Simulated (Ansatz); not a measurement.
One crystal and one scan (scan of one atom of the cell) at two levels, PBE-D3(BJ) (plane waves to 420 eV, PAW, scalar-relativistic; Ansatz, a quantum-chemistry and plane-wave program) and r2SCAN+rVV10 (plane waves to 500 eV, PAW, scalar-relativistic; Ansatz), each from its own relaxed cell and on its own mesh.

The crystal is MoS$_{2}$ (3R-MoS2 type, space group R3m); one Mo atom of a 3-atom cell moves by s along Cartesian [111], with its periodic images.

Energies are smeared free energies. MoS2 is run without spin polarisation. MoS2 was relaxed with its symmetry unable to fall. The PAW data are Ansatz's earlier set. This is one of several known forms of MoS2; the measured ambient cells at hand have space group No. 194. Both scans cover s from -0.240 to 0.240 Å.

```csv
quantity,run 1,run 2
Lattice constant a (Å),3.153,3.175
Lattice constant c (Å),17.99,18.59
Relaxed volume (Å³/atom),17.22,18.03
"Band gap of the relaxed cell, no spin-orbit coupling (eV)",0.77,1.02
Energy at s = 0.240 Å (meV/cell),697,711
Force along the line at s = -0.240 Å (eV/Å),5.581,5.715
Force constant k = d²E/ds² at s = 0 (finite differences) (eV/Å²),23.71,24.26
```

Task: Which run is which level?

Result: Run 1 is PBE-D3(BJ), run 2 is r2SCAN+rVV10. PBE-D3(BJ) gives the lower value for: lattice constant a; lattice constant c; relaxed volume; band gap of the relaxed cell, no spin-orbit coupling; energy at s = 0.240 Å; force along the line at s = -0.240 Å; force constant k = d²E/ds² at s = 0. Both give the same shape of the curve: a single well with its minimum at or next to zero displacement. Neither level is exact: the differences show how much the result hangs on the functional.

(For displaced atoms, the force is minus the slope of the energy, and its curvature is a force constant, which sets phonon frequencies.)
